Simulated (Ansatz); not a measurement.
A geometry of Cu away from equilibrium: step 3 of the relaxation of a relaxed Cu cell displaced along its unstable phonon at q = (½, 0, 0) of its primitive reciprocal cell (60i cm⁻¹), largest move 0.15 Å. The numbers are results of PBE (plane waves to 420 eV, PAW, scalar-relativistic; Ansatz, a first-principles code), not measurements. Γ-centred k-mesh 6×11×11 on the run's cell (coarser than for final values), Fermi–Dirac smearing 0.05 eV. The plane waves were selected for a different cell earlier on the path.

```
CELL_PARAMETERS angstrom
      0.12978     5.24116     5.30919
      2.64452     0.01997     2.69951
      2.66018     2.68116     0.00431
ATOMIC_POSITIONS crystal
  Cu 0.12625 0.36715 0.17226
  Cu 0.62863 0.12542 0.32581
  Cu 0.99637 0.12458 0.92419
  Cu 0.49875 0.88285 0.07774
```

Problem. Give the Cartesian forces on all atoms (eV/Å).

Solution. 
```json
[
 {"atom": "Cu1", "Fx": "-0.05", "Fy": "-0.04", "Fz": "0.32"},
 {"atom": "Cu2", "Fx": "-0.28", "Fy": "0.34", "Fz": "-0.08"},
 {"atom": "Cu3", "Fx": "0.28", "Fy": "-0.34", "Fz": "0.08"},
 {"atom": "Cu4", "Fx": "0.05", "Fy": "0.04", "Fz": "-0.32"}
]
```

The path ends in Fm-3m (No. 225) (fcc (Cu type)). No spin polarisation in the result.

The run could not lose the symmetry of its start.

Of the parent cell (Fd-3m (No. 227)): it is a generated cell of Cu: the first start was made by placing the elements on the sites of a structure type, and the end was not matched to a known phase here, so it may be hypothetical. Known forms of Cu include space group No. 225.
